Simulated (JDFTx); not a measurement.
TiC(100) slab cut from bulk TiC (space group Fm-3m, indices of the conventional cell, lattice of the Materials Project entry mp-631, not re-optimised): 8 atoms in 4 planes, a 1x1 cell of 9.38 Å² (|a| = 3.063, |b| = 3.063 Å), 6.5 Å between the outermost planes, C/Ti outermost, slab composition Ti4C4, cell height 22.5 Å, 8×8×1 k mesh, Fermi smearing 0.01 Ha, no spin polarisation. Whether this polymorph is the ambient one wasn't checked. Neither spin polarisation nor a larger cell was tried.

All numbers are PBE, GBRV ultrasoft potentials, plane waves to 20/100 Ha results from JDFTx (a modified build), not measurements. Vacuum. The outer atoms relax from bulk positions, keeping the cell's symmetry; the lattice is not PBE's own optimum in this code, and that strain can shift the moves by a few hundredths of an ångström. Input:

```
lattice \
  5.7878354111 0.0000000000 0.0000000000 \
  0.0000000000 5.7878354111 0.0000000000 \
  0.0000000000 0.0000000000 42.5188378041
coords-type Lattice
ion C 0.0000000000 0.0000000000 -0.1443813330 1
ion C 0.5000000000 0.5000000000 -0.0481271110 0
ion C 0.0000000000 0.0000000000 0.0481271110 0
ion C 0.5000000000 0.5000000000 0.1443813330 1
ion Ti 0.5000000000 0.5000000000 -0.1443813330 1
ion Ti 0.0000000000 0.0000000000 -0.0481271110 0
ion Ti 0.5000000000 0.5000000000 0.0481271110 0
ion Ti 0.0000000000 0.0000000000 0.1443813330 1
ion-species pseudo/c_pbe_v1.2.upf
ion-species pseudo/ti_pbe_v1.4.upf
elec-cutoff 20 100
elec-ex-corr gga-PBE
coulomb-interaction Slab 001
coulomb-truncation-embed 0 0 0
kpoint-folding 8 8 1
elec-smearing Fermi 0.01
lcao-params 10
elec-n-bands 46
electronic-scf nIterations 100 energyDiffThreshold 1e-07
ionic-minimize nIterations 10 energyDiffThreshold 1e-5 knormThreshold 4e-4
dump-name vac.$VAR
dump End State Ecomponents EigStats BandEigs Forces ElecDensity IonicPositions Fillings Kpoints Dtot
```

Problem. How far do the free atoms of the upper face move along the normal, and how much energy is released?

Solution. C (atom 4) 0.04 Å, Ti (atom 8) -0.08 Å (positive: outward). The free energy falls by 0.154 eV per cell, 131 mJ/m².
